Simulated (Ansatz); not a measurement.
All numbers below come from Ansatz 0.2.0, DFT PBE, scalar-relativistic, plane waves, PAW. Cutoff 420 eV, Γ-centred meshes of about 0.25 Å⁻¹ or finer for metals and 0.3 Å⁻¹ for insulators (2π included), Gaussian smearing. No spin polarisation.

These are static total energies at zero pressure.

Two forms of Sn2Bi3O3 were relaxed alike.

A.

```
Sn Bi O
1.0
     1.73978    1.00446   17.03459
    -1.73978    1.00446   17.03459
     0.00000   -2.00892   17.03459
Sn Bi O
2 3 3
Direct
  0.36321 0.36321 0.36321
  0.63679 0.63679 0.63679
  0.11042 0.11042 0.11042
  0.88958 0.88958 0.88958
  0.50000 0.50000 0.50000
  0.00000 0.00000 0.00000
  0.28618 0.28618 0.28618
  0.71382 0.71382 0.71382
```

B.

```
Sn Bi O
1.0
    -1.86171    1.86171   12.53400
     1.86171   -1.86171   12.53400
     1.86171    1.86171  -12.53400
Sn Bi O
2 3 3
Direct
  0.20127 0.20127 0.00000
  0.79873 0.79873 0.00000
  0.40138 0.40138 0.00000
  0.59862 0.59862 0.00000
  0.00000 0.00000 0.00000
  0.75000 0.25000 0.50000
  0.25000 0.75000 0.50000
  0.50000 0.50000 0.00000
```

Task: Which is lower in energy, and by how much?

Result: B is lower, by 94 meV/atom. A has space group R-3m (No. 166), 22.3 Å³/atom and no gap on its mesh; B has space group I4/mmm (No. 139), 21.7 Å³/atom and no gap. Counting O atoms around Bi and Sn (those within 1.25 times the shortest such distance or 1.15 times the sum of covalent radii, 1.27 where that leaves under three; a plus sign parts nearer from farther groups; the shortest distance is added where it exceeds 1.18 times the sum of covalent radii; a slash parts the counts of unlike sites), A has Sn 3+3, Bi 3 from 3.8 Å/6+6 from 6.4 Å and B has Sn 4, Bi 1/4 from 2.6 Å. Both come from trial cells of a structure search, whose lowest cell (Amm2, 25.0 Å³/atom) lies 67 meV/atom below the lower of the two.

No dispersion correction is applied, so the spacing and binding between layers, chains or molecules are poorly described (R-3m, I4/mmm), and this can change margins and order among such cells. Spin–orbit coupling, which can matter for Bi, is left out. In R-3m, I4/mmm an odd number of electrons in the primitive cell allows no gap without spin; a larger cell or a magnetic state could open one. With atoms moved at random, B (by 67 meV/atom) fell into a lower structure. A had no clear such test and can be a saddle point. Some structure types and database cells were kept out of the candidates from the start, so a known form may be missing.
